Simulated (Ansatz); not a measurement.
# CdSiP2, first-principles data

CdSiP2:
```yaml
crystal:
  lattice:
    - [-2.82206, 2.82206, 5.24987]
    - [2.82206, -2.82206, 5.24987]
    - [2.82206, 2.82206, -5.24987]
  atoms:
    - { symbol: Cd, position: [0.75000, 0.25000, 0.50000] }
    - { symbol: Cd, position: [0.00000, 0.00000, 0.00000] }
    - { symbol: Si, position: [0.25000, 0.75000, 0.50000] }
    - { symbol: Si, position: [0.50000, 0.50000, 0.00000] }
    - { symbol: P, position: [0.16768, 0.12500, 0.54268] }
    - { symbol: P, position: [0.58232, 0.62500, 0.45732] }
    - { symbol: P, position: [0.37500, 0.83232, 0.95732] }
    - { symbol: P, position: [0.87500, 0.41768, 0.04268] }
```

Space group I-42d (No. 122), chalcopyrite; conventional cell a = b = 5.644 Å, c = 10.500 Å, α = β = γ = 90.00°.

Method: plane-wave PAW PBEsol (Ansatz code). The cell and atoms are relaxed at this level. Other levels are named where they apply.

### Cell and energy

```
Item                                                             Value
-----------------------------------------------------  ---------------
Volume per atom                                               20.90 Å³
Density                                                     4.02 g/cm³
Formation energy from the elements (no fitted shifts)  -20 kJ/mol-atom
```

### Electronic structure

```
Quantity                                                                       Value
--------------------------------------------  --------------------------------------
Band gap                                                            1.24 eV (direct)
Valence-band maximum                                                            at Γ
Conduction-band minimum                                                         at Γ
Electron effective mass                       0.27, 0.27, 0.72 mₑ (principal values)
Hole effective mass                           0.14, 0.42, 0.42 mₑ (principal values)
Hole effective mass with spin–orbit coupling  0.14, 0.42, 0.42 mₑ (principal values)
HSE06 gap on the PBEsol cell                                                 2.00 eV
Gap with spin–orbit coupling                                                 1.24 eV
```

### Mechanics

```
Property                                                                                                                   Result
-----------------------------------------------------------  --------------------------------------------------------------------
Bulk modulus (Birch–Murnaghan fit)                                                                                       82.6 GPa
Pressure derivative B′                                                                                                        4.5
Elastic constants (relaxed ions, GPa)                        C11 = 124, C12 = 61.2, C13 = 66.8, C33 = 109, C44 = 54.3, C66 = 52.5
Mechanical stability                                                                       stable (all eigenvalues of C positive)
Hill bulk and shear moduli                                                                                      82.8 and 40.4 GPa
Young's modulus                                                                                                           104 GPa
Poisson's ratio                                                                                                              0.29
Debye temperature from the elastic constants                                                                                382 K
Piezoelectric stress constants (proper, relaxed ions, C/m²)                                                     e14 = e25 = -0.18
```

### Dielectric response

```
Item                                                              Value
----------------------------------------  -----------------------------
Electronic dielectric constant ε∞ (DFPT)      11.2 (xx = yy), 10.9 (zz)
Born charges (a third of the trace)       Cd +1.89, Si +2.32, P -2.11 e
```

### Charges

```
Item                                  Result
-------------  -----------------------------
Bader charges  Cd +0.53, Si +1.89, P -1.21 e
```

The PBEsol relaxation kept the symmetry of its start. Signs of piezoelectric constants follow the polarity of the cell as given. The references are the lowest solids computed at this level, not always the standard phases. Spin–orbit coupling is left out wherever it is not named.

Potentials: the later of the program's two PAW sets.
